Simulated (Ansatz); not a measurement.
## ZrSiRu: input and output

The input, for Ansatz 0.2.0 (plane waves, PAW):

```yaml
crystal:
  lattice:
    - [3.314162, 5.740296, 0.0]
    - [-3.314162, 5.740296, 0.0]
    - [0.0, 0.0, 3.641225]
  atoms:
    - { symbol: Ru, position: [0.248, 0.752, 0.0] }
    - { symbol: Ru, position: [0.752, 0.0, 0.0] }
    - { symbol: Ru, position: [0.0, 0.248, 0.0] }
    - { symbol: Zr, position: [0.58, 0.42, 0.5] }
    - { symbol: Zr, position: [0.42, 0.0, 0.5] }
    - { symbol: Zr, position: [0.0, 0.58, 0.5] }
    - { symbol: Si, position: [0.0, 0.0, 0.5] }
    - { symbol: Si, position: [0.3333, 0.3334, 0.0] }
    - { symbol: Si, position: [0.6667, 0.6666, 0.0] }
  symmetry: { tolerance: 0.0003 }
kpoints:
  mp_grid: { grid: [6, 6, 9], shift: [0, 0, 0] }
  band_path:
    path:
      - [0.0, 0.0, 0.0]
      - [0.49999998, 0.50000001, 0.0]
      - [0.33333332, 0.66666669, 0.0]
      - [0.0, 0.0, 0.0]
      - [0.0, 0.0, 0.5]
      - [0.49999998, 0.50000001, 0.5]
      - [0.33333332, 0.66666669, 0.5]
      - [0.0, 0.0, 0.5]
      - [0.49999998, 0.50000001, 0.5]
      - [0.49999998, 0.50000001, 0.0]
      - [0.33333332, 0.66666669, 0.5]
    npoints: 6
magnetization:
  spin_polarized: false
scf:
  occupations: { method: fermi_dirac }
  lower_state_search: "off"
  max_iter: 200
hamiltonian:
  pseudopotentials: { kind: paw }
  xc: r2scan
basis:
  ecutwfc: 500
  fft_grid_basis: typed
output:
  forces: true
  stress: true
  eigenvalues: true
  bader: true
  populations: true
  elf: true
  write_potential: true
  volumetric_format: npy
  dos:
    e_range: [-12, 8]
    de: 0.05
    projected: { site_lists: { Ru: [Ru], Si: [Si], Zr: [Zr] } }
checkpoint:
  read: saved_state
```

The saved state is an earlier solution for the same cell, perhaps on another mesh. 

Excerpt of what it printed:

```
SCF iter   1: F=-32183.2810 eV  Δρ=1.55e-3  dr2=3.18e-3  dr2_τ=1.81e-3
SCF iter   2: F=-32183.2830 eV  Δρ=7.48e-4  dr2=4.76e-4  dr2_τ=2.20e-4
SCF iter   3: F=-32183.2832 eV  Δρ=4.09e-4  dr2=1.76e-4  dr2_τ=3.32e-5
SCF iter   4: F=-32183.2832 eV  Δρ=1.78e-4  dr2=3.85e-5  dr2_τ=5.12e-6
SCF iter   5: F=-32183.2833 eV  Δρ=3.81e-5  dr2=2.17e-6  dr2_τ=2.06e-7
SCF iter   6: F=-32183.2833 eV  Δρ=7.14e-6  dr2=8.09e-8  dr2_τ=8.59e-9
Free energy (F): -32183.2833 eV
Harris-Foulkes:  -32183.2833 eV  (|F-HF|=2.26e-8)
Internal energy: -32183.1757 eV  (E = F + TS)
E sigma→0 (E₀):  -32183.2295 eV
Entropy (-TS):   -0.1076 eV (-11.955 meV/atom)
Fermi energy:    17.2905 eV
--- Stress (GPa, compression-positive) ---
        5.6160       0.0000       0.0000
        0.0000       5.6160       0.0000
        0.0000       0.0000       7.9611
  P = ⅓ Tr σ = 6.3977 GPa (63.977 kbar)
--- Löwdin populations: 9 sites ---
  site symbol       q [e]
     0     Ru     15.9673
     1     Ru     15.9673
     2     Ru     15.9673
     3     Zr     11.5763
     4     Zr     11.5763
     5     Zr     11.5763
     6     Si      4.1027
     7     Si      4.2980
     8     Si      4.2980
  spilling = 0.0070 (of n_electrons = 96.0000)
--- Bader charges: 9 sites ---
  site symbol  charge [e]  shift [e]
     0     Ru     -0.9817     0.0012
     1     Ru     -0.9816     0.0012
     2     Ru     -0.9817     0.0012
     3     Zr      1.6234     0.0003
     4     Zr      1.6234     0.0003
     5     Zr      1.6234     0.0003
     6     Si      0.1074     0.0060
     7     Si     -1.0165     0.0017
     8     Si     -1.0161     0.0017
```

Absolute energies hang on the potentials; compare differences alone.

Origin: a database entry at a rescaled volume.
